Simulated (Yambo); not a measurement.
Yambo run on WS₂ (space group R3m, No. 160). The wavefunctions come from this Quantum ESPRESSO step (PBEsol, PseudoDojo standard norm-conserving files, fully relativistic):

```
&CONTROL
  calculation = 'nscf'
  pseudo_dir = './pseudo'
  outdir = './out'
/
&SYSTEM
  ibrav = 0
  nat = 3
  ntyp = 2
  ecutwfc = 74.0
  ecutrho = 296.0
  occupations = 'fixed'
  force_symmorphic = .true.
  nbnd = 216
  noncolin = .true.
  lspinorb = .true.
/
&ELECTRONS
  conv_thr = 3.0000000000000004e-09
  diago_full_acc = .true.
  diago_thr_init = 1e-08
/
ATOMIC_SPECIES
S 32.0600 S.upf
W 183.8400 W.upf
CELL_PARAMETERS angstrom
  1.578635357853   0.911425548808   6.037796733000
 -1.578635357853   0.911425548808   6.037796733000
 -0.000000000000  -1.822851097617   6.037796733000
ATOMIC_POSITIONS crystal
S   0.579134339300   0.579134339300   0.579134339300
S   0.752817424800   0.752817424800   0.752817424800
W   0.999345235900   0.999345235900   0.999345235900
K_POINTS automatic
4 4 4 0 0 0
```

Yambo input:

```
rim_cut
gw0
dyson
el_el_corr
HF_and_locXC
ppa
em1d
RandQpts= 1000000
RandGvec= 1 Ry
EXXRLvcs= 74 Ry
VXCRLvcs= 296 Ry
Chimod= "HARTREE"
% BndsRnXp
 5 | 214 |
%
NGsBlkXp= 8 Ry
% LongDrXp
 1.0 | 1.0 | 1.0 |
%
PPAPntXp= 27.2114 eV
% GbndRnge
 1 | 214 |
%
GTermKind= "BG"
DysSolver= "n"
ExtendOut
% QPkrange
 1 | 1 | 26 | 27 |
 2 | 2 | 26 | 27 |
 3 | 3 | 26 | 27 |
 7 | 7 | 26 | 27 |
 13 | 13 | 24 | 28 |
%
```

k points by index: 1 = Γ, 2 = (0, 0, 0.25), 3 = L, 7 = F, 13 = Z.

Table of the .qp output:

```
#    K-point    Band    Eo [eV]    E [eV]    E-Eo [eV]    Vxc [eV]    Vnlxc [eV]    Sc|Eo [eV]    Sc|E [eV]    dSc/dw|Eo [eV]    Re(Z)    Im(Z)
#
    1    26    -1.358997    -1.480346    -0.121350    -14.46679    -15.45567    0.835913    0.867532    -7.087367    0.793362    -0.001251
    1    27    2.010999    2.443156    0.432157    -15.04953    -10.55102    -3.954148    -4.066354    -7.063770    0.793908    -0.001215
    2    26    -1.700425    -1.829683    -0.129258    -14.71681    -16.00599    1.125767    1.159925    -7.187799    0.791045    -0.001262
    2    27    1.170793    1.590488    0.419694    -14.67638    -10.43559    -3.714288    -3.821097    -6.923758    0.797164    -0.001222
    3    26    -1.686175    -2.082449    -0.396274    -13.95143    -15.93025    1.478823    1.582541    -7.120913    0.792587    -0.001222
    3    27    2.117974    2.872678    0.754704    -17.32185    -11.93435    -4.430552    -4.632803    -7.291221    0.788674    -0.001338
    7    26    -1.616236    -1.931726    -0.315491    -13.87225    -15.57611    1.307153    1.388374    -7.004015    0.795295    -0.001224
    7    27    2.071237    2.837230    0.765994    -17.37349    -11.99037    -4.412635    -4.617127    -7.263362    0.789311    -0.001331
    13    24    -2.203484    -2.446739    -0.243255    -15.34515    -17.11390    1.460866    1.525495    -7.227664    0.790130    -0.001211
    13    25    0.000000    -0.054822    -0.054822    -15.55105    -15.94068    0.320320    0.334807    -7.186224    0.791082    -0.001235
    13    26    0.000000    -0.054822    -0.054822    -15.55105    -15.94068    0.320320    0.334807    -7.186224    0.791082    -0.001235
    13    27    2.076087    2.383354    0.307267    -14.96616    -10.83001    -3.746110    -3.828879    -7.327968    0.787835    -0.001276
    13    28    2.076087    2.383389    0.307302    -14.96616    -10.82994    -3.746138    -3.828916    -7.327953    0.787835    -0.001276
```
(The two width columns are left out.) Convergence of these settings isn't established.

Geometry relaxed with PBE+D3(BJ).

This is not the ordinary phase of the substance.
